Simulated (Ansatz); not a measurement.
**Te2Pb3Se (Imm2) at 2 levels of theory**

One geometry, relaxed with PBE; plane waves with PAW potentials in Ansatz, scalar-relativistic unless the row names spin-orbit coupling. No spin polarisation but for the spin–orbit row. Gaps are the least over mesh and band path; pressure is positive in compression.

```cif
data_structure
_symmetry_space_group_name_H-M 'P 1'
_symmetry_Int_Tables_number 1
_cell_length_a 10.1984
_cell_length_b 10.1984
_cell_length_c 10.1984
_cell_angle_alpha 154.146
_cell_angle_beta 37.175
_cell_angle_gamma 153.752
_cell_volume 204.28
loop_
_atom_site_label
_atom_site_type_symbol
_atom_site_fract_x
_atom_site_fract_y
_atom_site_fract_z
_atom_site_occupancy
Te1 Te 0.31996 0.98822 0.33174 1
Te2 Te 0.65647 0.98822 0.66826 1
Pb1 Pb 0.16456 0.00350 0.16106 1
Pb2 Pb 0.84244 0.00350 0.83894 1
Pb3 Pb 0.55018 0.05018 0.50000 1
Se1 Se 0.97351 0.97351 0.00000 1
```

| level | cutoff (eV) | k mesh | gap (eV) | pressure (GPa) |
| --- | --- | --- | --- | --- |
| PBE | 420 | 8×8×8 | 0.71 | 0.0 |

Q: What comes out on the same cell with PBE with spin-orbit coupling?

A:
| level | cutoff (eV) | k mesh | gap (eV) | pressure (GPa) |
| --- | --- | --- | --- | --- |
| PBE with spin-orbit coupling | 420 | 8×8×8 | 0.16 | -0.1 |

Spin-orbit coupling matters for the bands of heavy elements and enters only rows that name it.

The structure comes from a generated guess; another structure or a mixture of phases may lie lower.
